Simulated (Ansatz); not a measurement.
A distorted cell of MoS2 (2H-MoS2 type, space group P6_3/mmc):

```xyz
6
Lattice="3.2006 0.0000 0.0000 -1.6003 2.7718 0.0000 0.0000 0.0000 12.7120" Properties=species:S:1:pos:R:3 pbc="T T T"
Mo     0.0000     1.8479     3.1780
Mo     1.6003     0.9239     9.5340
S      0.0000     1.8479     7.9438
S      1.6003     0.9239     1.5878
S      1.6003     0.9239     4.7682
S      0.0000     1.8479    11.1242
```

These are r2SCAN+rVV10 (plane waves to 500 eV, PAW, scalar-relativistic; Ansatz, a program for electronic structure) values and carry that method's errors. k mesh 12×12×3 (Γ-centred), Fermi-Dirac smearing 0.05 eV. The energy includes the smearing's −TS. Stress and pressure are positive under compression. As the atoms are clamped, bonds stretch with the cell, which overstates energies and stresses. MoS2 is run without spin polarisation. MoS2 was relaxed with its symmetry unable to fall.

What is the stress tensor (GPa)?


```
   -4.7      0.0      0.0
    0.0     -4.7      0.0
    0.0      0.0     -7.6
```
The pressure, a third of the trace, is -5.7 GPa.

It is the relaxed cell deformed to V/V₀ = 1.040, (c/a)/(c/a)₀ = 1.013, c along z, fractional positions held. What is its energy relative to the relaxed cell?

14.8 meV/atom.

(Under strain, the slope of the energy per volume gives the stress and its curvature an elastic modulus.)
